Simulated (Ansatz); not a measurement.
Relaxed-ion elastic tensor of Sn (β-Sn type, I4_1/amd) in GPa (Voigt order), LDA (plane waves, PAW; program Ansatz); density 7.53 g/cm³, 26.17 Å³ per atom.

```csv
,1,2,3,4,5,6
1,83.4,60.3,33.7,0.0,0.0,0.0
2,60.3,83.4,33.7,0.0,0.0,0.0
3,33.7,33.7,115,0.0,0.0,0.0
4,0.0,0.0,0.0,24.7,0.0,0.0
5,0.0,0.0,0.0,0.0,24.7,0.0
6,0.0,0.0,0.0,0.0,0.0,25.2
```

Question: Is the crystal mechanically stable?

Answer: Yes: the smallest eigenvalue of C is 23.1 GPa.

Question: Work out the Voigt, Reuss and Hill averages.

Answer: K_V = 59.7, K_R = 59.6, K_H = 59.6; G_V = 25.2, G_R = 21.5, G_H = 23.3 GPa.

Question: Give Young's modulus, Poisson's ratio, Pugh's ratio and the universal anisotropy index.

Answer: E = 9KG/(3K + G) = 62.0 GPa; ν = 0.33; K/G = 2.56 (ductile by the Pugh limit of 1.75); A_U = 5G_V/G_R + K_V/K_R − 6 = 0.85.

Question: Estimate the sound speeds and the Debye temperature.

Answer: v_l = √((K + 4G/3)/ρ) = 3470 m/s, v_t = √(G/ρ) = 1760 m/s, mean 1970 m/s; Θ = (h/k)(3n/4πV)^(1/3) v_m = 198 K.

Question: How much does each axis shrink under pressure?

Answer: Linear compressibilities β_i = Σ_j S_ij (j = 1 to 3): x 5.7, y 5.7, z 5.4 per TPa.

The LDA relaxation kept the symmetry of its start. As this level gives no gap, shear constants depend on the k-mesh and smearing (Fermi–Dirac, 0.1 eV here). On the denser mesh and wider smearing of the elastic run this cell carries a stress of 0.5 GPa. Scalar-relativistic: spin–orbit coupling is off unless named, which matters more the heavier the elements.

Potentials: the earlier of the program's two PAW sets. The files were generated under PBE; for other functionals the program regenerates the frozen cores, and for LDA and PBEsol the local potential too.
